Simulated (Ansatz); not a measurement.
Cl (simple cubic, Pm-3m) under volume change, the program Ansatz at the PBE level (PAW), scaled uniformly.

```json
[
 {"V (Å³/atom)": "21.289", "E − E(relaxed) (meV/atom)": "24.7", "P (GPa)": "4.14"},
 {"V (Å³/atom)": "21.991", "E − E(relaxed) (meV/atom)": "10.2", "P (GPa)": "2.50"},
 {"V (Å³/atom)": "22.693", "E − E(relaxed) (meV/atom)": "2.4", "P (GPa)": "1.13"},
 {"V (Å³/atom)": "23.395", "E − E(relaxed) (meV/atom)": "0.0", "P (GPa)": "0.00"},
 {"V (Å³/atom)": "24.097", "E − E(relaxed) (meV/atom)": "2.1", "P (GPa)": "-0.94"},
 {"V (Å³/atom)": "24.798", "E − E(relaxed) (meV/atom)": "8.0", "P (GPa)": "-1.71"},
 {"V (Å³/atom)": "25.500", "E − E(relaxed) (meV/atom)": "16.9", "P (GPa)": "-2.34"}
]
```

Task: What does a third-order Birch–Murnaghan fit give for V₀, B₀ and B′?

Result: V₀ = 23.39 Å³/atom, B₀ = 34.2 GPa, B′ = 5.3.

A made-up cell: these elements were put on the sites of a structure type; neither database checked (COD, Materials Project) lists it. It is not the usual solid phase (space group No. 64). The PBE relaxation kept the symmetry of its start; its stability against distortions is not shown here. The substance is a gas or liquid at ambient conditions.

Potentials: the later of the program's two PAW sets.
